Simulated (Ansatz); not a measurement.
Li (bcc, W type)

```
Li
1.0
   -1.73873     1.73873     1.73873
    1.73873    -1.73873     1.73873
    1.73873     1.73873    -1.73873
Li
1
Direct
  0.00000   0.00000   0.00000
```

E(V) scan at fixed shape, V₀ the volume above. Symmetry pins the atoms to their sites.

The numbers are results of r2SCAN (plane waves to 500 eV, PAW, scalar-relativistic; Ansatz, an electronic-structure program), not measurements. k mesh 19×19×19 (Γ-centred), Fermi-Dirac smearing 0.05 eV. Stress and pressure are positive under compression. Li was relaxed with its symmetry unable to fall.

At one point of the scan the stress tensor (GPa) is:

```
    2.2      0.0      0.0
    0.0      2.2      0.0
    0.0      0.0      2.2
```

Q: Which point is it?
A. V/V₀ = 0.872
B. V/V₀ = 0.936
C. V/V₀ = 0.840
D. V/V₀ = 0.904

A: A, V/V₀ = 0.872

(Under strain, the slope of the energy per volume gives the stress and its curvature an elastic modulus.)
